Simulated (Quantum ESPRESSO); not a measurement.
# Ti2Hf4TaRu: input and log of a self-consistent run

Computed values, not a measurement. The program is pw.x of Quantum ESPRESSO 7.5 (plane-wave density functional theory). The cell is made up: eight metal atoms on a face-centred cubic lattice, with elements, volume, strain and displacements drawn at random and not relaxed, so it may be unstable or far from any real phase. PseudoDojo standard norm-conserving files set the functional (PBE unless stated); there is no spin polarisation or spin-orbit coupling, the Fermi-Dirac width of 0.25 eV means electrons at about 2900 K, and the masses in the input are unused placeholders. Heavy elements are run without spin-orbit coupling, which real alloys of them have. A spin test at this wide smearing found no moment, but such smearing suppresses magnetism that the real alloy may have.

Input:

```
&control calculation='scf', pseudo_dir='./dojo.nc.sr.pbe.v0_5.standard.upf', outdir='./o', disk_io='medium', tprnfor=.true., tstress=.true. /
&system ibrav=0, nat=8, ntyp=4, nbnd=69, ecutwfc=84.00895049, nosym=.true., tot_charge=0,
 occupations='smearing', smearing='fd', degauss=0.0183746611
/
&electrons conv_thr=1.470e-08, electron_maxstep=70, mixing_beta=0.5 /
ATOMIC_SPECIES
Hf 1.0 Hf.upf
Ru 1.0 Ru.upf
Ta 1.0 Ta.upf
Ti 1.0 Ti.upf
CELL_PARAMETERS angstrom
-2.1004 -4.2007 -2.1004
-4.2007 2.1004 2.1004
0.0 4.2007 -4.2007
ATOMIC_POSITIONS angstrom
Ti 0.0024 0.113 -0.058
Hf 0.0374 2.1313 -2.1287
Ta -2.1031 2.0272 -0.0526
Ti -2.1584 4.2398 -2.1384
Hf -2.1092 -0.1516 -2.0744
Ru -1.9639 2.0971 -4.0851
Hf -4.0295 0.0643 -0.0307
Hf -4.0488 2.0231 -2.2025
K_POINTS automatic
5 5 4 1 1 1
```

The log is shortened where brackets say so; the opening notice, blank lines, dates and the lines on written files are dropped, and the path of the files is cut. It prints rydbergs, bohrs and kilobars, and counts compression as positive stress. Its total energy is the free energy E - TS of the whole cell.

```
     Program PWSCF v.7.5
     Parallel version (MPI & OpenMP), running on       1 processor cores
     Number of MPI processes:                 1
     Threads/MPI process:                     1
     [start-up lines left out]
     bravais-lattice index     =            0
     lattice parameter (alat)  =       9.7223  a.u.
     unit-cell volume          =    1000.4591 (a.u.)^3
     number of atoms/cell      =            8
     number of atomic types    =            4
     number of electrons       =       101.00
     number of Kohn-Sham states=           69
     kinetic-energy cutoff     =      84.0090  Ry
     charge density cutoff     =     336.0358  Ry
     scf convergence threshold =      1.5E-08
     mixing beta               =       0.5000
     number of iterations used =            8  plain     mixing
     Exchange-correlation= PBE
                           (   1   4   3   4   0   0   0)
     [axes and pseudopotential details left out]
   Cartesian axes
     site n.     atom                  positions (alat units)
         1        Ti     tau(   1) = (   0.0004665   0.0219638  -0.0112735  )
         2        Hf     tau(   2) = (   0.0072694   0.4142608  -0.4137554  )
         3        Ta     tau(   3) = (  -0.4087796   0.3940269  -0.0102239  )
         4        Ti     tau(   4) = (  -0.4195282   0.8240900  -0.4156408  )
         5        Hf     tau(   5) = (  -0.4099652  -0.0294665  -0.4032011  )
         6        Ru     tau(   6) = (  -0.3817233   0.4076133  -0.7940209  )
         7        Hf     tau(   7) = (  -0.7832140   0.0124980  -0.0059672  )
         8        Hf     tau(   8) = (  -0.7869653   0.3932300  -0.4280999  )
     number of k points=    50  Fermi-Dirac smearing, width (Ry)=  0.0184
                       cart. coord. in units 2pi/alat
        k(    1) = (  -0.1722302   0.0267936  -0.1263007), wk =   0.0400000
        k(    2) = (  -0.2105031   0.1416159  -0.3176671), wk =   0.0400000
     [further k points left out]
     Dense  grid:   104151 G-vectors     FFT dimensions: (  60,  60,  72)
     Estimated max dynamical RAM per process >     196.83 MB
     Initial potential from superposition of free atoms
     starting charge     100.9877, renormalised to     101.0000
     Starting wfcs are   80 randomized atomic wfcs
     total cpu time spent up to now is       31.6 secs
     per-process dynamical memory:   115.9 Mb
     Self-consistent Calculation
     iteration #  1     ecut=    84.01 Ry     beta= 0.50
     Davidson diagonalization with overlap
     ethr =  1.00E-02,  avg # of iterations =  2.7
     total cpu time spent up to now is      109.0 secs
     total energy              =   -1020.03463195 Ry
     estimated scf accuracy    <       1.73365581 Ry
     iteration #  2     ecut=    84.01 Ry     beta= 0.50
     Davidson diagonalization with overlap
     ethr =  1.72E-03,  avg # of iterations =  4.0
     total cpu time spent up to now is      168.9 secs
     total energy              =   -1020.40284268 Ry
     estimated scf accuracy    <      11.70514284 Ry
     iteration #  3     ecut=    84.01 Ry     beta= 0.50
     Davidson diagonalization with overlap
     ethr =  1.72E-03,  avg # of iterations =  2.0
     total cpu time spent up to now is      224.5 secs
     total energy              =   -1021.05340152 Ry
     estimated scf accuracy    <       1.03907913 Ry
     iteration #  4     ecut=    84.01 Ry     beta= 0.50
     Davidson diagonalization with overlap
     ethr =  1.03E-03,  avg # of iterations =  1.0
     total cpu time spent up to now is      286.9 secs
     total energy              =   -1021.03745628 Ry
     estimated scf accuracy    <       0.25032322 Ry
     iteration #  5     ecut=    84.01 Ry     beta= 0.50
     Davidson diagonalization with overlap
     ethr =  2.48E-04,  avg # of iterations =  3.3
     total cpu time spent up to now is      353.1 secs
     total energy              =   -1021.08156725 Ry
     estimated scf accuracy    <       0.38198349 Ry
     [iterations 6 to 15 left out]
     iteration # 16     ecut=    84.01 Ry     beta= 0.50
     Davidson diagonalization with overlap
     ethr =  1.01E-09,  avg # of iterations =  2.0
     total cpu time spent up to now is     1138.3 secs
     total energy              =   -1021.09018669 Ry
     estimated scf accuracy    <       0.00000139 Ry
     iteration # 17     ecut=    84.01 Ry     beta= 0.50
     Davidson diagonalization with overlap
     ethr =  1.01E-09,  avg # of iterations =  1.0
     total cpu time spent up to now is     1186.9 secs
     total energy              =   -1021.09018680 Ry
     estimated scf accuracy    <       0.00000004 Ry
     iteration # 18     ecut=    84.01 Ry     beta= 0.50
     Davidson diagonalization with overlap
     ethr =  3.72E-11,  avg # of iterations =  3.0
     total cpu time spent up to now is     1251.0 secs
     total energy              =   -1021.09018681 Ry
     estimated scf accuracy    <       0.00000002 Ry
     iteration # 19     ecut=    84.01 Ry     beta= 0.50
     Davidson diagonalization with overlap
     ethr =  1.69E-11,  avg # of iterations =  2.8
     total cpu time spent up to now is     1327.5 secs
     total energy              =   -1021.09018681 Ry
     estimated scf accuracy    <       0.00000004 Ry
     iteration # 20     ecut=    84.01 Ry     beta= 0.50
     Davidson diagonalization with overlap
     ethr =  1.69E-11,  avg # of iterations =  1.9
     total cpu time spent up to now is     1379.8 secs
     End of self-consistent calculation
     [lines on levels left out]
!    total energy              =   -1021.09018681 Ry
     estimated scf accuracy    <          3.0E-09 Ry
     smearing contrib. (-TS)   =      -0.16255104 Ry
     internal energy E=F+TS    =   -1020.92763576 Ry
     The total energy is F=E-TS. E is the sum of the following terms:
     one-electron contribution =    -225.78044996 Ry
     hartree contribution      =     156.62761010 Ry
     xc contribution           =    -213.11876567 Ry
     ewald contribution        =    -738.65603023 Ry
     convergence has been achieved in  20 iterations
     Forces acting on atoms (cartesian axes, Ry/au):
     atom    1 type  4   force =    -0.00406048    0.00272097    0.03263341
     atom    2 type  1   force =    -0.01846872   -0.02384816   -0.04017819
     atom    3 type  3   force =     0.02063651    0.04492999    0.03328264
     atom    4 type  4   force =     0.04195864    0.00353217   -0.00692635
     atom    5 type  1   force =     0.03331729   -0.00333195   -0.01448914
     atom    6 type  2   force =     0.00024980   -0.01971587   -0.01588295
     atom    7 type  1   force =    -0.05231140   -0.05049578    0.03566458
     atom    8 type  1   force =    -0.02132165    0.04620861   -0.02410400
     Total force =     0.143831     Total SCF correction =     0.000197
     Computing stress (Cartesian axis) and pressure
          total   stress  (Ry/bohr**3)                   (kbar)     P=       89.59
   0.00060802   0.00006313   0.00001846           89.44        9.29        2.72
   0.00006313   0.00066079   0.00006486            9.29       97.20        9.54
   0.00001846   0.00006486   0.00055819            2.72        9.54       82.11
     init_run     :     28.02s CPU     31.40s WALL (       1 calls)
     electrons    :   1276.22s CPU   1348.21s WALL (       1 calls)
     forces       :     12.28s CPU     12.41s WALL (       1 calls)
     stress       :     40.38s CPU     41.63s WALL (       1 calls)
     [timing details left out]
     PWSCF        :  22m37.27s CPU  23m54.74s WALL
     JOB DONE.
```

In other units: free energy -13892.640 eV for the cell, pressure 8.96 GPa, largest force component 1.345 eV/Å in size. The run took 1436 s of wall time with one process on a shared machine (AMD EPYC, Zen 5, virtual cores), so the time is rough. A rerun of this cell at a higher cutoff and on a denser mesh moved values by no more than 0.002 eV in energy, 0.02 GPa in stress and 0.003 eV/Å in force, and a second program with other atomic files agreed on that cell to 2 % rms in force and 0.5 GPa in pressure.